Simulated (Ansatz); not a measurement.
# TiOs: frozen-core PAW against all-electron methods

```
Ti Os
1.0
     3.08000   -0.03080   -0.03080
    -0.03080    3.08000   -0.03080
    -0.03080   -0.03080    3.08000
Ti Os
1 1
Direct
  0.50000 0.50000 0.50000
  0.00000 0.00000 0.00000
```

Atom numbers follow the list: Ti1, Os2.

The cell comes from COD entry 1537945, which wasn't checked; take it as a given geometry. The listed cell was then made from it by scaling, straining or moving an atom.

Spin–orbit coupling is left out, though it moves levels of the heavy atoms by tenths of an eV or more.

All numbers are computed: DFT, PBEsol, PAW with Ansatz's default frozen-core files, scalar-relativistic (Ansatz 0.2.0); DFT, PBEsol, all-electron PAW with datasets made for the crystal, scalar-relativistic (Ansatz 0.2.0); DFT, PBEsol, all-electron LAPW, scalar-relativistic (Ansatz 0.2.0).

For PAW: a Γ-centred 13×13×13 k mesh, Fermi–Dirac smearing of 0.03 eV, cutoff 420 eV, no spin polarisation; the PAW files were made with PBE, and the program remakes their frozen cores for this functional. The crystal-made all-electron datasets (AE datasets) take a cutoff of 460 eV at this cell. LAPW targets a basis error of 0.5 meV/atom. The Ansatz runs share mesh, smearing and spin set-up. Plane-wave (PAW) pressures include the program's estimate of the Pulay term.

Stress and pressure are positive in compression.

The change that made this cell: equal xy, yz and zx engineering shear strains of -2 %.

No spin–orbit coupling: at heavy atoms the gradients can be off by tens of per cent for that reason.

In a metal, gradients converge slowly with the k mesh: the values move by tens of per cent from one mesh to another, at times in sign, so only the comparison on one mesh counts.

```tsv
quantity	PAW	AE datasets	LAPW
pressure (GPa)	-4.37	-4.38	-4.38
stress yz (GPa)	2.59	2.59	2.59
stress xz (GPa)	2.59	2.59	2.59
stress xy (GPa)	2.59	2.59	2.59
field gradient Vzz at Os2 (10²¹ V/m²)	2.31	2.31	–
```

PAW's pressure differs from the LAPW value by about 0.01 GPa or less.
